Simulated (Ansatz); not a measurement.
Problem. Each is relaxed and computed with DFT-r²SCAN in the program Ansatz with PAW potentials. Which alone has a direct gap?
A) Rb3AsF6, Fm-3m (Rb on 8c, Rb on 4b, As on 4a, F on 24e)
B) Rb2VAgS4, Fddd (Rb on 16g, V on 8a, Ag on 8b, S on 32h)
C) Rb2ScAgCl6, Fm-3m (Rb on 8c, Sc on 4a, Ag on 4b, Cl on 24e)
D) Rb2MgCl4, I4/mmm (Rb on 4e, Mg on 2a, Cl on 4e, Cl on 4c)

Solution. C, Rb2ScAgCl6, Fm-3m (Rb on 8c, Sc on 4a, Ag on 4b, Cl on 24e). Rb2ScAgCl6: gap 3.57 eV (direct); Rb2VAgS4: gap 1.58 eV (indirect); Rb2MgCl4: gap 5.65 eV (indirect); Rb3AsF6: gap 4.59 eV (indirect). Standing as an ambient phase not checked: Rb2ScAgCl6, Fm-3m (Rb on 8c, Sc on 4a, Ag on 4b, Cl on 24e); Rb2VAgS4, Fddd (Rb on 16g, V on 8a, Ag on 8b, S on 32h); Rb2MgCl4, I4/mmm (Rb on 4e, Mg on 2a, Cl on 4e, Cl on 4c); Rb3AsF6, Fm-3m (Rb on 8c, Rb on 4b, As on 4a, F on 24e). All cells were relaxed under the symmetry of their starts (and spin orders); stability against distortions was not tested throughout. Rows with no word on spin ran without spin polarisation. Spin–orbit coupling is left out wherever it is not named.

Potentials: the later of the program's two PAW sets.
